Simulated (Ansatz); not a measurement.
A geometry of CsPbCl3 away from equilibrium: step 2 of the relaxation of a generated trial cell of CsPbCl3 in the AFLOW prototype AB3C_hR10_148_c_f_c (as in TiFeO3). Level of theory: r2SCAN (plane waves to 500 eV, PAW, scalar-relativistic; Ansatz, a program for electronic structure). Γ-centred k-mesh 4×4×4 on the run's cell (coarser than for final values), Fermi–Dirac smearing 0.05 eV.

```xyz
10
Lattice="3.9177 2.2619 7.1878 -3.9177 2.2619 7.1878 0.0000 -4.5238 7.1878" Properties=species:S:1:pos:R:3:forces:R:3 pbc="T T T" free_energy=-41730.201 pressure_GPa=-0.1
Pb     0.0000     0.0000     7.6450    0.0000    0.0000   -0.2540
Pb     0.0000     0.0000    13.9185    0.0000    0.0000    0.2540
Cl    -1.2067    -2.4851    12.6167    0.9804    0.3886    1.1664
Cl     2.7555     0.1975    12.6167   -0.8268    0.6548    1.1664
Cl    -1.5488     2.2876    12.6167   -0.1536   -1.0434    1.1664
Cl     1.2067     2.4851     8.9468   -0.9804   -0.3886   -1.1664
Cl    -2.7555    -0.1975     8.9468    0.8268   -0.6548   -1.1664
Cl     1.5488    -2.2876     8.9468    0.1536    1.0434   -1.1664
Cs     0.0000     0.0000     3.1935    0.0000    0.0000    0.1803
Cs     0.0000     0.0000    18.3700    0.0000    0.0000   -0.1803
```

Positions in Å, forces in eV/Å, free energy of the cell in eV (comparable only within this code, potentials and settings). Largest force: 1.57 eV/Å, on Cl3, Cl4, Cl5, Cl6, Cl7, Cl8 (atoms numbered as listed); the geometry lies 0.19 eV/atom above the end of its relaxation.

No spin polarisation in the result.

The run could not lose the symmetry of its start: the end is stationary, and may be a saddle point rather than a minimum.

The end of the path is a generated cell of CsPbCl3: the first start was made by placing the elements on the sites of a structure type, and the end was not matched to a known phase here, so it may be hypothetical. Known forms of CsPbCl3 include space group No. 221.
